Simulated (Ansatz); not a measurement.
## AlN: from a starting cell to a relaxed one

The start is a generated trial cell of AlN in the 4H structure type. A full variable-cell relaxation at zero pressure is run with PBE (plane waves to 420 eV, PAW, scalar-relativistic; Ansatz, a first-principles code). The first steps use a coarse 8×8×3 k-mesh.

The start:
```yaml
crystal:
  lattice:
    - [3.14796, 0.00000, 0.00000]
    - [-1.57398, 2.72621, 0.00000]
    - [0.00000, 0.00000, 10.30560]
  atoms:
    - { symbol: Al, position: [0.00000, 0.00000, 0.00000] }
    - { symbol: Al, position: [0.00000, 0.00000, 0.50000] }
    - { symbol: Al, position: [0.66667, 0.33333, 0.75018] }
    - { symbol: Al, position: [0.33333, 0.66667, 0.25018] }
    - { symbol: N, position: [0.00000, 0.00000, 0.81216] }
    - { symbol: N, position: [0.00000, 0.00000, 0.31216] }
    - { symbol: N, position: [0.66667, 0.33333, 0.56329] }
    - { symbol: N, position: [0.33333, 0.66667, 0.06329] }
```

```json
{
  "initial_pressure": "-6.6 GPa (negative: the cell is under tension)",
  "outcome": "The space group stays P6₃mc (No. 186) (the run could not lower it); the end is AFLOW prototype AB_hP8_186_ab_ab (B5, as in SiC), with 8 atoms in the primitive cell",
  "energy_released": "0.010 eV/atom",
  "volume_change": "-3.6 %, from 11.06 to 10.66 Å³/atom",
  "Shortest distances (start → end)": "The closest pairs of elements (up to four, under 3.6 Å), start → end: Al–N 1.93 → 1.90 Å; Al–Al 3.15 → 3.09 Å; N–N 3.14 → 3.10 Å",
  "band_gap_at_the_end": "4.01 eV, direct at Γ (no spin-orbit coupling)",
  "optimiser_moves": "5"
}
```

It ends as:

Space group P6₃mc (No. 186); a = b = 3.120 Å, c = 10.110 Å, α = β = 90.00°, γ = 120.00°

```csv
atom,site,symmetry,x,y,z
Al,2a,3m.,0.0000,0.0000,0.0014
Al,2b,3m.,0.6667,0.3333,0.2503
N,2a,3m.,0.0000,0.0000,0.3119
N,2b,3m.,0.6667,0.3333,0.0620
```

Final values are on a 12×12×4 k-mesh of the relaxed cell. No spin polarisation in the result.

The run could not lose the symmetry of its start.

The first start was generated by placing the elements on the sites of a structure type. A measured structure of AlN has the same space group, P6₃mc (No. 186); the sites were not compared with it.
